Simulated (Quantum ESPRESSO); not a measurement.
Si3O4NF, finding a planted mistake in a log

A calculation, not a measurement. The program is pw.x of Quantum ESPRESSO 7.5 (plane-wave density functional theory). The cell is made up: 9 atoms on a quartz lattice, with randomly drawn elements, strain and displacements, not relaxed. PseudoDojo standard norm-conserving files (v0.5 for PBE, v0.4.1 for LDA and PBEsol) set the functional; there is no spin polarisation, spin-orbit coupling or dispersion term, and the masses in the input are unused placeholders.

Intended input:

```
&control calculation='scf', pseudo_dir='./dojo.nc.sr.pbe.v0_5.standard.upf', outdir='./o', disk_io='low', tprnfor=.true., tstress=.true. /
&system ibrav=0, nat=9, ntyp=4, nbnd=30, ecutwfc=84.00895049, nosym=.true., tot_charge=0,
 occupations='smearing', smearing='fd', degauss=0.0018374661
/
&electrons conv_thr=7.350e-09, electron_maxstep=60, /
ATOMIC_SPECIES
F 1.0 F.upf
N 1.0 N.upf
O 1.0 O.upf
Si 1.0 Si.upf
CELL_PARAMETERS angstrom
5.0778 0.0044 0.0631
-2.5351 4.4563 -0.1125
0.0693 -0.1026 5.5265
ATOMIC_POSITIONS angstrom
Si 2.5448 -0.0822 3.7195
Si -0.9326 1.9832 2.0277
Si 1.4609 2.3419 -0.0971
O 1.3782 1.0193 4.3379
N 3.1803 0.805 2.4703
F 2.8099 2.6089 0.5904
O 0.3424 2.0272 1.1086
O -1.0432 3.0981 2.8463
O 1.0339 3.7095 4.5318
K_POINTS automatic
5 5 4 1 1 1
```

The log is shortened where brackets say so; the opening notice, blank lines, dates and the lines on written files are dropped, and the path of the files is cut. It prints rydbergs, bohrs and kilobars, and counts compression as positive stress. Where no state is partly filled, the Fermi energy that it prints is only some level between the filled and the empty states on the mesh, and need not lie in the true gap.

Log of the intended run:

```
     Program PWSCF v.7.5
     Parallel version (MPI & OpenMP), running on       4 processor cores
     Number of MPI processes:                 4
     Threads/MPI process:                     1
     [start-up lines left out]
     bravais-lattice index     =            0
     lattice parameter (alat)  =       9.5964  a.u.
     unit-cell volume          =     843.9108 (a.u.)^3
     number of atoms/cell      =            9
     number of atomic types    =            4
     number of electrons       =        48.00
     number of Kohn-Sham states=           30
     kinetic-energy cutoff     =      84.0090  Ry
     charge density cutoff     =     336.0358  Ry
     scf convergence threshold =      7.3E-09
     mixing beta               =       0.7000
     number of iterations used =            8  plain     mixing
     Exchange-correlation= PBE
                           (   1   4   3   4   0   0   0)
     [axes and pseudopotential details left out]
   Cartesian axes
     site n.     atom                  positions (alat units)
         1        Si     tau(   1) = (   0.5011230  -0.0161869   0.7324454  )
         2        Si     tau(   2) = (  -0.1836480   0.3905325   0.3992955  )
         3        Si     tau(   3) = (   0.2876810   0.4611679  -0.0191210  )
         4        O      tau(   4) = (   0.2713957   0.2007210   0.8542210  )
         5        N      tau(   5) = (   0.6262660   0.1585209   0.4864525  )
         6        F      tau(   6) = (   0.5533266   0.5137456   0.1162618  )
         7        O      tau(   7) = (   0.0674255   0.3991970   0.2183060  )
         8        O      tau(   8) = (  -0.2054274   0.6100791   0.5604945  )
         9        O      tau(   9) = (   0.2035960   0.7304762   0.8924039  )
     number of k points=    50  Fermi-Dirac smearing, width (Ry)=  0.0018
                       cart. coord. in units 2pi/alat
        k(    1) = (   0.0984061   0.1728862   0.1168358), wk =   0.0400000
        k(    2) = (   0.0955464   0.1770615   0.3466693), wk =   0.0400000
     [further k points left out]
     Dense  grid:    87795 G-vectors     FFT dimensions: (  60,  60,  64)
     Estimated max dynamical RAM per process >     178.15 MB
     Estimated total dynamical RAM >     648.30 MB
     Initial potential from superposition of free atoms
     starting charge      47.9981, renormalised to      48.0000
     Starting wfcs are   36 randomized atomic wfcs
     total cpu time spent up to now is        3.1 secs
     per-process dynamical memory:   136.0 Mb
     Self-consistent Calculation
     iteration #  1     ecut=    84.01 Ry     beta= 0.70
     Davidson diagonalization with overlap
     ethr =  1.00E-02,  avg # of iterations =  3.0
     total cpu time spent up to now is        9.2 secs
     total energy              =    -227.04886140 Ry
     estimated scf accuracy    <       2.77697648 Ry
     iteration #  2     ecut=    84.01 Ry     beta= 0.70
     Davidson diagonalization with overlap
     ethr =  5.79E-03,  avg # of iterations =  2.9
     total cpu time spent up to now is       15.2 secs
     total energy              =    -227.77369046 Ry
     estimated scf accuracy    <       2.20115582 Ry
     [iterations 3 to 10 left out]
     iteration # 11     ecut=    84.01 Ry     beta= 0.70
     Davidson diagonalization with overlap
     ethr =  4.54E-11,  avg # of iterations =  4.5
     total cpu time spent up to now is       65.5 secs
     total energy              =    -228.20915414 Ry
     estimated scf accuracy    <       0.00000002 Ry
     iteration # 12     ecut=    84.01 Ry     beta= 0.70
     Davidson diagonalization with overlap
     ethr =  3.40E-11,  avg # of iterations =  2.0
     total cpu time spent up to now is       69.6 secs
     End of self-consistent calculation
     [lines on levels left out]
     the Fermi energy is     5.2351 ev
!    total energy              =    -228.20915414 Ry
     estimated scf accuracy    <          1.1E-09 Ry
     smearing contrib. (-TS)   =       0.00000000 Ry
     internal energy E=F+TS    =    -228.20915414 Ry
     The total energy is F=E-TS. E is the sum of the following terms:
     one-electron contribution =    -119.01414271 Ry
     hartree contribution      =      84.04767376 Ry
     xc contribution           =     -60.90155794 Ry
     ewald contribution        =    -132.34112726 Ry
     convergence has been achieved in  12 iterations
     Forces acting on atoms (cartesian axes, Ry/au):
     atom    1 type  4   force =    -0.12933106    0.07612266   -0.19669947
     atom    2 type  4   force =     0.01160100   -0.39861956   -0.23175010
     atom    3 type  4   force =    -0.23065426    0.01458581   -0.08434795
     atom    4 type  3   force =     0.04826282   -0.00982350    0.06213441
     atom    5 type  2   force =    -0.00890762   -0.10108364   -0.00436467
     atom    6 type  1   force =     0.08153821    0.04001760    0.00229665
     atom    7 type  3   force =     0.09235246    0.00698906   -0.09635479
     atom    8 type  3   force =     0.02606436    0.52843836    0.38042817
     atom    9 type  3   force =     0.10907411   -0.15662679    0.16865776
     Total force =     0.930982     Total SCF correction =     0.000038
     Computing stress (Cartesian axis) and pressure
          total   stress  (Ry/bohr**3)                   (kbar)     P=       85.55
   0.00032583  -0.00008536   0.00003457           47.93      -12.56        5.09
  -0.00008536   0.00082494   0.00078082          -12.56      121.35      114.86
   0.00003457   0.00078082   0.00059382            5.09      114.86       87.35
     init_run     :      2.89s CPU      3.03s WALL (       1 calls)
     electrons    :     65.91s CPU     66.49s WALL (       1 calls)
     forces       :      0.91s CPU      0.92s WALL (       1 calls)
     stress       :      2.80s CPU      2.80s WALL (       1 calls)
     [timing details left out]
     PWSCF        :   1m12.65s CPU   1m13.42s WALL
     JOB DONE.
```

A second run was made from an input with one planted mistake. Its log:

```
     Program PWSCF v.7.5
     Parallel version (MPI & OpenMP), running on       4 processor cores
     Number of MPI processes:                 4
     Threads/MPI process:                     1
     [start-up lines left out]
     bravais-lattice index     =            0
     lattice parameter (alat)  =       9.5964  a.u.
     unit-cell volume          =     843.9108 (a.u.)^3
     number of atoms/cell      =            9
     number of atomic types    =            4
     number of electrons       =        48.00
     number of Kohn-Sham states=           30
     kinetic-energy cutoff     =      84.0090  Ry
     charge density cutoff     =     336.0358  Ry
     scf convergence threshold =      7.3E-09
     mixing beta               =       0.7000
     number of iterations used =            8  plain     mixing
     Exchange-correlation= SLA  PW   NOGX NOGC
                           (   1   4   0   0   0   0   0)
     [axes and pseudopotential details left out]
   Cartesian axes
     site n.     atom                  positions (alat units)
         1        Si     tau(   1) = (   0.5011230  -0.0161869   0.7324454  )
         2        Si     tau(   2) = (  -0.1836480   0.3905325   0.3992955  )
         3        Si     tau(   3) = (   0.2876810   0.4611679  -0.0191210  )
         4        O      tau(   4) = (   0.2713957   0.2007210   0.8542210  )
         5        N      tau(   5) = (   0.6262660   0.1585209   0.4864525  )
         6        F      tau(   6) = (   0.5533266   0.5137456   0.1162618  )
         7        O      tau(   7) = (   0.0674255   0.3991970   0.2183060  )
         8        O      tau(   8) = (  -0.2054274   0.6100791   0.5604945  )
         9        O      tau(   9) = (   0.2035960   0.7304762   0.8924039  )
     number of k points=    50  Fermi-Dirac smearing, width (Ry)=  0.0018
                       cart. coord. in units 2pi/alat
        k(    1) = (   0.0984061   0.1728862   0.1168358), wk =   0.0400000
        k(    2) = (   0.0955464   0.1770615   0.3466693), wk =   0.0400000
     [further k points left out]
     Dense  grid:    87795 G-vectors     FFT dimensions: (  60,  60,  64)
     Estimated max dynamical RAM per process >     178.15 MB
     Estimated total dynamical RAM >     648.30 MB
     Initial potential from superposition of free atoms
     starting charge      47.9983, renormalised to      48.0000
     Starting wfcs are   36 randomized atomic wfcs
     total cpu time spent up to now is        3.0 secs
     per-process dynamical memory:   135.9 Mb
     Self-consistent Calculation
     iteration #  1     ecut=    84.01 Ry     beta= 0.70
     Davidson diagonalization with overlap
     ethr =  1.00E-02,  avg # of iterations =  3.0
     total cpu time spent up to now is        8.3 secs
     total energy              =    -226.87129522 Ry
     estimated scf accuracy    <       2.73725501 Ry
     iteration #  2     ecut=    84.01 Ry     beta= 0.70
     Davidson diagonalization with overlap
     ethr =  5.70E-03,  avg # of iterations =  3.0
     total cpu time spent up to now is       13.1 secs
     total energy              =    -227.56617948 Ry
     estimated scf accuracy    <       2.41902677 Ry
     [iterations 3 to 10 left out]
     iteration # 11     ecut=    84.01 Ry     beta= 0.70
     Davidson diagonalization with overlap
     ethr =  1.24E-10,  avg # of iterations =  3.3
     total cpu time spent up to now is       65.3 secs
     total energy              =    -228.05056010 Ry
     estimated scf accuracy    <       0.00000001 Ry
     iteration # 12     ecut=    84.01 Ry     beta= 0.70
     Davidson diagonalization with overlap
     ethr =  2.50E-11,  avg # of iterations =  2.0
     total cpu time spent up to now is       69.9 secs
     End of self-consistent calculation
     [lines on levels left out]
     the Fermi energy is     4.7677 ev
!    total energy              =    -228.05056010 Ry
     estimated scf accuracy    <          1.4E-09 Ry
     smearing contrib. (-TS)   =       0.00000000 Ry
     internal energy E=F+TS    =    -228.05056010 Ry
     The total energy is F=E-TS. E is the sum of the following terms:
     one-electron contribution =    -119.02801979 Ry
     hartree contribution      =      83.29062636 Ry
     xc contribution           =     -59.97203941 Ry
     ewald contribution        =    -132.34112726 Ry
     convergence has been achieved in  12 iterations
     Forces acting on atoms (cartesian axes, Ry/au):
     atom    1 type  4   force =    -0.12215881    0.07370848   -0.19031378
     atom    2 type  4   force =     0.01024508   -0.37171357   -0.21696606
     atom    3 type  4   force =    -0.22115017    0.01201281   -0.07802056
     atom    4 type  3   force =     0.06274713   -0.00380681    0.06834067
     atom    5 type  2   force =    -0.00392583   -0.09060066    0.00517593
     atom    6 type  1   force =     0.06009304    0.03008648   -0.00299570
     atom    7 type  3   force =     0.08388940    0.01233040   -0.09498999
     atom    8 type  3   force =     0.03835430    0.49420347    0.35382882
     atom    9 type  3   force =     0.09190586   -0.15622060    0.15594067
     Total force =     0.873354     Total SCF correction =     0.000053
     Computing stress (Cartesian axis) and pressure
          total   stress  (Ry/bohr**3)                   (kbar)     P=       10.71
  -0.00018408  -0.00009839   0.00004033          -27.08      -14.47        5.93
  -0.00009839   0.00031152   0.00073421          -14.47       45.83      108.01
   0.00004033   0.00073421   0.00009098            5.93      108.01       13.38
     init_run     :      2.69s CPU      2.80s WALL (       1 calls)
     electrons    :     66.42s CPU     66.92s WALL (       1 calls)
     forces       :      1.03s CPU      1.04s WALL (       1 calls)
     stress       :      3.81s CPU      3.82s WALL (       1 calls)
     [timing details left out]
     PWSCF        :   1m14.19s CPU   1m14.85s WALL
     JOB DONE.
```

Question: what was wrong in the second input?

Answer: the files are those of another functional. The input lines that differ, file-writing options aside:

```
- &control calculation='scf', pseudo_dir='./dojo.nc.sr.pbe.v0_5.standard.upf', outdir='./o', disk_io='low', tprnfor=.true., tstress=.true. /
+ &control calculation='scf', pseudo_dir='./dojo.nc.sr.lda.v0_4_1.standard.upf', outdir='./o', disk_io='low', tprnfor=.true., tstress=.true. /
```

|  | intended run | run with the mistake |
| --- | --- | --- |
| free energy (eV) | -3104.944 | -3102.786 |
| smearing term -TS (eV) | 0.0000 | 0.0000 |
| pressure (GPa) | 8.55 | 1.07 |
| largest force component (eV/Å) | 13.587 | 12.706 |
| largest change of a force component (eV/Å) |  | 0.880 |
| iterations | 12 | 12 |

For scale, a rerun of the intended cell at a cutoff of 1437 eV and k mesh 7 x 7 x 6 moved values by no more than 0.002 eV in energy, 0.02 GPa in stress and 0.002 eV/Å in force. Files of another functional have another zero of energy, so the energy change says nothing on stability.